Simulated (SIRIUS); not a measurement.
Consider a self-consistent single point of TaN (Pm, 2 atoms in the cell; from Materials Project mp-1459, changed as shown).

```yaml
crystal:
  lattice:
    - [2.93994, 0.00000, 0.00000]
    - [-1.48467, 2.57152, 0.00000]
    - [0.00000, 0.00000, 2.89018]
  atoms:
    - { symbol: Ta, position: [0.00000, 0.00000, 0.50000] }
    - { symbol: N, position: [0.66667, 0.33333, 0.00000] }
```

Computed with LDA (PW92), PseudoDojo 0.4 standard norm-conserving LDA (tails mended) pseudopotentials (plane waves; SIRIUS 7.12.0).

SIRIUS settings:

```
setting                                                                                                       value
--------------------------------------  ---------------------------------------------------------------------------
parameters.ngridk                                                                                           10 10 8
parameters.xc_functionals                                                                   [XC_LDA_X, XC_LDA_C_PW]
parameters.gk_cutoff                                                                                   9.165 1/bohr
parameters.pw_cutoff                                                                                  18.331 1/bohr
parameters.smearing                                                                                     fermi_dirac
parameters.smearing_width                                                                             0.00367493 Ha
potentials                              PseudoDojo 0.4 standard norm-conserving LDA (tails mended) pseudopotentials
parameters.electronic_structure_method                                                              pseudopotential
parameters.num_bands                                                                                             13
parameters.num_mag_dims                                                                                           0
parameters.num_dft_iter                                                                                         100
parameters.energy_tol                                                                                      1e-07 Ha
parameters.density_tol                                                                                        1e-06
mixer.type                                                                                                 anderson
mixer.beta                                                                                                      0.5
mixer.use_hartree                                                                                             false
```

Results:

Number of valence electrons: 18
Number of bands: 13
Number of k-points after the program's reduction: 260
Number of plane waves (most at a k-point): 1940
Number of SCF iterations: 20
FFT grid: 36 × 36 × 36
Free energy E − TS: -2058.0316 eV
Pressure: -18.11 GPa
Largest force (vector length): 0.004 eV/Å

Forces (eV/Å):
| atom | Fx | Fy | Fz |
|---|---|---|---|
| Ta1 | -0.003 | -0.003 | 0.000 |
| N2 | 0.003 | 0.003 | 0.000 |

Stress (GPa, positive for compression):
```
-15.91    1.19    0.00
  1.19  -20.09    0.00
  0.00    0.00  -18.32
```

For comparison: a first run was changed to give this one (lattice vector b scaled by 1.01), and from it to this one the free energy goes up by 11.8 meV/atom, the pressure goes from -15.18 to -18.11 GPa and the largest force goes from 0.000 to 0.004 eV/Å.

Spin-orbit coupling is left out, which matters for bands and gaps with elements this heavy. The structure comes from a collection of computed structures, made at another level of theory; the collection holds predicted forms beside known ones. No clean gap shows at this smearing width and mesh (spacing up to 0.27 Å⁻¹); the mesh is coarse for partly filled bands, so the values carry mesh errors.

Cost on one core: very roughly 60 core-seconds.

“Tails mended”: in these copies of the files the far tail of each local potential was reset to the Coulomb form.
